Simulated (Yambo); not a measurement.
```
CsLiWO4
1.0
   -2.99853     2.99853     4.40844
    2.99853    -2.99853     4.40844
    2.99853     2.99853    -4.40844
Li O Cs W
1 4 1 1
Cartesian
  0.00000   2.99853   2.20422
  0.23592   1.46874   3.36884
  1.46874  -0.23592   5.44804
  2.76261   1.52979  -1.03960
  1.52979   3.23446   1.03960
  0.00000   0.00000   0.00000
  0.00000   0.00000   4.40844
```

Response from Yambo on PBEsol (Quantum ESPRESSO, PseudoDojo norm-conserving, 84 Ry, no spin-orbit coupling) bands: 4×4×4 mesh, 117 bands, 3 Ry local-field block, 0.2 eV broadening.

Q: Give the static electronic dielectric constant without and with local fields along each axis.

A: 
| field along | ε(0), independent particles | ε(0), RPA with local fields | refractive index √ε |
|---|---|---|---|
| x | 3.08 | 2.36 | 1.54 |
| z | 3.04 | 2.30 | 1.52 |
Electronic (clamped-ion) response only. Spin-orbit coupling, left out here, changes gap and response of such heavy elements. Convergence of the RPA response with its 4×4×4 mesh was not tested. x, y and z are Cartesian axes of the cell as given.

Geometry of the Materials Project entry, not relaxed at this level.

The structure is a Materials Project entry; no match was found in the copy of COD used, and its stability was not checked.
